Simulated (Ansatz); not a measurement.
Relaxed Al (fcc, Cu type):

```yaml
crystal:
  lattice:
    - [3.99199, 0.00000, 0.00000]
    - [0.00000, 3.99199, 0.00000]
    - [0.00000, 0.00000, 3.99199]
  atoms:
    - { symbol: Al, position: [0.00000, 0.00000, 0.00000] }
    - { symbol: Al, position: [0.50000, 0.50000, 0.00000] }
    - { symbol: Al, position: [0.50000, 0.00000, 0.50000] }
    - { symbol: Al, position: [0.00000, 0.50000, 0.50000] }
```

In each cell atom 3 (Al, nearest neighbour Al at 2.823 Å; its periodic images, 4.0 Å or more away, move with it) moves by s·(-0.707, -0.707, 0.000) (towards the nearest neighbour), the rest being held.

All values below come from r2SCAN (plane waves to 500 eV, PAW, scalar-relativistic; Ansatz, a program for electronic structure). k mesh 9×9×9 (Γ-centred), Fermi-Dirac smearing 0.05 eV. With partly filled bands, energies and forces of such displacements shift with the k mesh and the smearing. F∥ is the force on the atom along that direction. On this mesh the relaxed cell isn't quite at rest: it carries a pressure of 0.3 GPa (compression positive) at the zero of the scan. Al was relaxed with its symmetry unable to fall. 

```tsv
s (Å)	F∥ (eV/Å)
-0.280	1.687
-0.224	1.305
-0.168	0.953
-0.112	0.623
-0.056	0.308
0.000	0.000
0.056	-0.308
0.112	-0.623
0.168	-0.953
0.224	-1.305
0.280	-1.687
```

Task: What is the force constant k = d²E/ds² of this move at s = 0?

Result: 5.48 eV/Å². The forces along the line at the two nearest points give (0.308 − (-0.308)) / (2·0.056) = 5.50 eV/Å²; the next pair corrects for the finite step.

(For displaced atoms, the force is minus the slope of the energy, and its curvature is a force constant, which sets phonon frequencies.)
